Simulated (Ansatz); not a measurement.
ZrB₂ (AlB2 type, space group P6/mmm)

```cif
data_B2Zr
_chemical_formula_sum 'Zr1 B2'
_space_group_name_H-M_alt 'P 1'
_space_group_IT_number 1
_cell_length_a 3.17143
_cell_length_b 3.17143
_cell_length_c 3.54132
_cell_angle_alpha 90.000
_cell_angle_beta 90.000
_cell_angle_gamma 120.000
loop_
_space_group_symop_operation_xyz
  'x, y, z'
loop_
_atom_site_label
_atom_site_type_symbol
_atom_site_fract_x
_atom_site_fract_y
_atom_site_fract_z
_atom_site_occupancy
Zr1 Zr 0.00000 0.00000 0.00000 1
B1 B 0.33333 0.66667 0.50000 1
B2 B 0.66667 0.33333 0.50000 1
```

Equation-of-state scan: isotropic scaling of the cell above, V₀ being its volume. Symmetry pins the atoms to their sites.

All values below come from PBE (plane waves to 420 eV, PAW, scalar-relativistic; Ansatz, a first-principles code). k mesh 17×17×13 (Γ-centred), Fermi-Dirac smearing 0.05 eV. The energy includes the smearing's −TS. With the shape held, the modulus is that of even scaling; a crystal free to change shape is softer. ZrB2 is run without spin polarisation. ZrB2 was relaxed with its symmetry unable to fall. The zero of ΔE is the relaxed starting cell. The last digit holds for this mesh only.

| V (Å³/atom) | ΔE (meV/atom) |
|---|---|
| 9.254 | 91.0 |
| 9.425 | 61.3 |
| 9.597 | 38.1 |
| 9.768 | 20.8 |
| 9.939 | 9.0 |
| 10.111 | 2.2 |
| 10.282 | 0.0 |
| 10.454 | 2.1 |
| 10.625 | 8.1 |
| 10.796 | 17.7 |
| 10.968 | 30.6 |
| 11.139 | 46.7 |
| 11.310 | 65.5 |

What is the fitted pressure derivative B₀′?

3.9.

What bulk modulus at fixed cell shape B₀ follows from a third-order Birch-Murnaghan fit?

239 GPa.

(Under strain, the slope of the energy per volume gives the stress and its curvature an elastic modulus.)
